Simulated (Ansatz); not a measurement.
SiC:
```cif
data_C3Si3
_chemical_formula_sum 'Si3 C3'
_space_group_name_H-M_alt 'P 1'
_space_group_IT_number 1
_cell_length_a 3.06578
_cell_length_b 3.06578
_cell_length_c 7.03111
_cell_angle_alpha 90.000
_cell_angle_beta 90.000
_cell_angle_gamma 120.000
loop_
_space_group_symop_operation_xyz
  'x, y, z'
loop_
_atom_site_label
_atom_site_type_symbol
_atom_site_fract_x
_atom_site_fract_y
_atom_site_fract_z
_atom_site_occupancy
Si1 Si 0.50000 0.00000 0.50000 1
Si2 Si 0.00000 0.50000 0.16667 1
Si3 Si 0.50000 0.50000 0.83333 1
C1 C 0.50000 0.00000 0.00000 1
C2 C 0.00000 0.50000 0.66667 1
C3 C 0.50000 0.50000 0.33333 1
```

Relaxed with PBEsol.

Decompose the optical modes at the zone centre into irreducible representations, and say which are infrared and Raman allowed.

Point group 622: Γ_opt = A2 + 2B1 + 2B2 + 3E1 + 2E2. Infrared: A2, E1. Raman: E1, E2.

Assign frequencies (DFPT, the program Ansatz at the PBEsol level (PAW); without the LO–TO term).

E1 236, B1 240, B2 271, B1 471, E2 545, E1 577, A2 699, E1 737, B2 821, E2 837 cm⁻¹.

Subscripts of B labels follow the axes of the standard setting.

Space group P6_222. The start of the workflow was typed in or built on a structure type; neither database checked (COD, Materials Project) lists it. It is not the phase usual at ambient conditions (space group No. 186, 216). Symmetry was held in the PBEsol relaxation; phonons on a q-mesh show no instability. Its formation energy is positive at this level, so the cell may be metastable or incomplete.

Potentials: the later of the program's two PAW sets.
